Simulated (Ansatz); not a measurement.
Question: Each is relaxed and computed with plane-wave PAW PBEsol (Ansatz code). Which is the only metal?
A. CsAlMo2O8, P-3m1 (Pearson symbol hP12)
B. Si2Mo, Fddd (Si on 16f, Mo on 8a)
C. MgCu2SiS4, Pmn2_1 (Pearson symbol oP16)
D. SiO2, P4_2/nmc (Si on 2a, O on 4d)

Answer: B, Si2Mo, Fddd (Si on 16f, Mo on 8a). Si2Mo: metal; SiO2: gap 5.03 eV (indirect); MgCu2SiS4: gap 1.73 eV (direct); CsAlMo2O8: gap 3.96 eV. Constructed cells (a structure type filled with these elements, in neither database checked): Si2Mo, Fddd (Si on 16f, Mo on 8a); SiO2, P4_2/nmc (Si on 2a, O on 4d). Not the usual ambient phase: Si2Mo, Fddd (Si on 16f, Mo on 8a); SiO2, P4_2/nmc (Si on 2a, O on 4d). Standing as an ambient phase not checked: MgCu2SiS4, Pmn2_1 (Pearson symbol oP16); CsAlMo2O8, P-3m1 (Pearson symbol hP12). All cells were relaxed under the symmetry of their starts (and spin orders); stability against distortions was not tested throughout. Rows with no word on spin ran without spin polarisation. Scalar-relativistic: spin–orbit coupling is off unless named, which matters more the heavier the elements.

Potentials: the later of the program's two PAW sets.
